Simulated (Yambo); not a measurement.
Yambo run on Ba2MgWO6 (space group Fm-3m, No. 225). The wavefunctions are LDA (pw.x of Quantum ESPRESSO, ONCV potentials, scalar-relativistic) ones on a 2×2×2 mesh (40 occupied bands); a = b = c = 5.824 Å, α = β = γ = 60.00°.

Yambo input:

```
rim_cut
gw0
dyson
el_el_corr
HF_and_locXC
ppa
em1d
RandQpts= 1000000
RandGvec= 1 Ry
FFTGvecs= 10 Ry
EXXRLvcs= 84 Ry
VXCRLvcs= 336 Ry
Chimod= "HARTREE"
% BndsRnXp
 3 | 214 |
%
NGsBlkXp= 7 Ry
% LongDrXp
 1.0 | 1.0 | 1.0 |
%
PPAPntXp= 27.2114 eV
% GbndRnge
 1 | 214 |
%
GTermKind= "BG"
DysSolver= "n"
ExtendOut
% QPkrange
 1 | 1 | 40 | 40 |
 3 | 3 | 40 | 41 |
%
```

k points by index: 1 = Γ, 3 = X.

Resulting energies as the program prints them:

```
#    K-point    Band    Eo [eV]    E [eV]    E-Eo [eV]    Vxc [eV]    Vnlxc [eV]    Sc|Eo [eV]    Sc|E [eV]    dSc/dw|Eo [eV]    Re(Z)    Im(Z)
#
    1    40    0.000000    -0.181358    -0.181358    -15.72307    -19.18548    3.243291    3.281051    -5.662470    0.827750    -0.001081
    3    40    -0.047504    -0.222889    -0.175385    -15.60343    -19.01518    3.199963    3.236367    -5.644956    0.828191    -0.001082
    3    41    2.689842    4.273778    1.583936    -14.19177    -8.601970    -3.702818    -4.005866    -5.205908    0.839408    -0.001086
```
(The two width columns are left out.) Convergence of these settings isn't established.

Spin-orbit coupling is not included.

Geometry of the Materials Project entry, not relaxed at this level.
